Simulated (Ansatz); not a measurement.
**Ti: electron density at the nuclei under pressure**

```
CELL_PARAMETERS angstrom
0.00000 2.03000 2.03000
2.03000 0.00000 2.03000
2.03000 2.03000 0.00000
ATOMIC_POSITIONS crystal
Ti 0.00000 0.00000 0.00000
```

Conventional cell: a = 4.060 Å, b = 4.060 Å, c = 4.060 Å, α = 90.00°, β = 90.00°, γ = 90.00°. Ti (atom 1) has 12 Ti at 2.87 Å as nearest neighbours.

The geometry is COD entry 1534878, unchecked; take it as a test cell.

All numbers below come from DFT, LDA, all-electron PAW with datasets made for the crystal, scalar-relativistic (Ansatz 0.2.0).

Sampling and basis: a Γ-centred 15×15×15 k mesh, Fermi–Dirac smearing of 0.05 eV, cutoff 260 eV (chosen by the program for this cell), no spin polarisation.

The contact density is the mean electron density over the nuclear volume; its changes follow the s electrons' response to bonding and compression. Changes below are taken from the unscaled cell, where it is 56472.9 e/Å³ at Ti.

Volumes at which the program chose other datasets or cutoffs are left out.

```
V/V(cell)  P (GPa)  Δρ(0) Ti (e/Å³)
   1.0000     -4.8             0.00
   1.0100     -5.9                ?
   1.0200     -6.8                ?
   1.0400     -8.7            -0.56
   1.0600    -10.4                ?
```

Task: Fill in "Δρ(0) Ti (e/Å³)" for the row "1.0100".

Result: -0.14.

Task: What belongs in the row "1.0200", column "Δρ(0) Ti (e/Å³)"?

Result: -0.28.

Task: Fill in "Δρ(0) Ti (e/Å³)" for the row "1.0600".

Result: -0.86.

The datasets are made afresh for each cell, so very small changes are uncertain.
